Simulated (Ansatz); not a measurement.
Relaxed-ion elastic tensor of Cr (bcc (W type), Im-3m) in GPa (Voigt order), r²SCAN in the plane-wave PAW code Ansatz; density 6.65 g/cm³, 12.99 Å³ per atom.

```
298  7.3  7.3  0.0  0.0  0.0
7.3  298  7.3  0.0  0.0  0.0
7.3  7.3  298  0.0  0.0  0.0
0.0  0.0  0.0  106  0.0  0.0
0.0  0.0  0.0  0.0  106  0.0
0.0  0.0  0.0  0.0  0.0  106
```

Problem. Is the crystal mechanically stable?

Solution. Yes: the smallest eigenvalue of C is 106 GPa.

Problem. Work out the Voigt, Reuss and Hill averages.

Solution. K_V = 104, K_R = 104, K_H = 104; G_V = 122, G_R = 119, G_H = 120 GPa.

Problem. Give Young's modulus, Poisson's ratio, Pugh's ratio and the universal anisotropy index.

Solution. E = 9KG/(3K + G) = 261 GPa; ν = 0.08; K/G = 0.87 (brittle by the Pugh limit of 1.75); A_U = 5G_V/G_R + K_V/K_R − 6 = 0.12.

Problem. Estimate the sound speeds and the Debye temperature.

Solution. v_l = √((K + 4G/3)/ρ) = 6310 m/s, v_t = √(G/ρ) = 4250 m/s, mean 4640 m/s; Θ = (h/k)(3n/4πV)^(1/3) v_m = 588 K.

The r²SCAN relaxation kept the symmetry of its start, as lowered by the spin order. Magnetic state: antiferromagnetic, chosen from 4 collinear starts compared on coarse meshes (ties went to the first, and starts can fall back to one state), not a proven ground state. Textbook magnetic order: a spin-density-wave antiferromagnet. Other orbital occupations within this spin state were not tried. As this level gives no gap, shear constants depend on the k-mesh and smearing (Fermi–Dirac, 0.1 eV here).

Potentials: the earlier of the program's two PAW sets.
